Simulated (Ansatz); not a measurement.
CsSnI$_{3}$ under strain

Level of theory: DFT PBE, scalar-relativistic, plane waves, PAW in Ansatz 0.2.0. (420 eV cutoff, 6×6×6 k-mesh, Gaussian smearing of 0.02 eV, no spin polarisation)

The relaxed crystal:

```
Cs Sn I
1.0
     6.28317    0.00000    0.00000
     0.00000    6.28317    0.00000
     0.00000    0.00000    6.28317
Cs Sn I
1 1 3
Direct
  0.00000 0.00000 0.00000
  0.50000 0.50000 0.50000
  0.00000 0.50000 0.50000
  0.50000 0.00000 0.50000
  0.50000 0.50000 0.00000
```

Deformation: all cell vectors scaled alike, the atoms relaxed, all within the symmetry that the strain leaves. Energies are extrapolated to zero smearing. Gaps are Kohn–Sham gaps over the whole zone.

Spin-orbit coupling is left out, which matters for the bands and energies of heavy elements.

```tsv
strain (%)	ΔE (meV/atom)	a (Å)	b (Å)	c (Å)	gap (eV)
-6.0	97.8	5.906	5.906	5.906	metal
-4.0	40.7	6.032	6.032	6.032	metal
-2.0	9.7	6.158	6.158	6.158	0.21
+0.0	0.0	6.283	6.283	6.283	0.48
+2.0	7.7	6.409	6.409	6.409	0.71
+4.0	29.3	6.535	6.535	6.535	0.90
+6.0	62.0	6.660	6.660	6.660	1.06
```

(1) What stiffness (1/V) d²E/dε² at zero strain does a cubic fit over all points give?

Answers

(1) A cubic fit gives (1/V) d²E/dε² = 144 GPa at zero strain (nine times the bulk modulus at fixed shape).

Symmetry holds off the tilts and polar distortions that many cubic perovskites undergo.

Cost: 7 runs of about 1.2 core-minutes in all, on Arm Neoverse V2 (shared hosts).